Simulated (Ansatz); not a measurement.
A scan (energy against volume; even scaling of the relaxed cell, symmetry kept) gave these values. Level of theory: PBEsol (plane waves to 420 eV, PAW, scalar-relativistic; Ansatz, a quantum-chemistry and plane-wave program).

The bulk modulus B₀ (third-order Birch-Murnaghan fit) comes out as 85.9 GPa and the pressure derivative B₀′ (fit) is 5.1. The equilibrium volume of the fit is 24.78 Å³/atom.

Task: Of these crystals, all scanned alike, which one is it?
A) Os (fcc, Cu type)
B) Rb₂TiCl₆ (space group Fm-3m)
C) HfC (rock salt)
D) AuSb₂ (space group Pa-3)

Result: D, AuSb₂ (space group Pa-3). The others have, for the bulk modulus: Os 423 GPa, Rb2TiCl6 13.3 GPa, HfC 248 GPa

All were relaxed with their symmetry unable to fall. HfC is run without spin polarisation. Os is run without spin polarisation. Rb2TiCl6 is run without spin polarisation. Spin-orbit coupling is left out. This is one of several known forms of Os; the measured ambient cells at hand have space group No. 194.

(A scan under strain: stresses follow from slopes of the energy per volume, elastic moduli from its curvatures.)
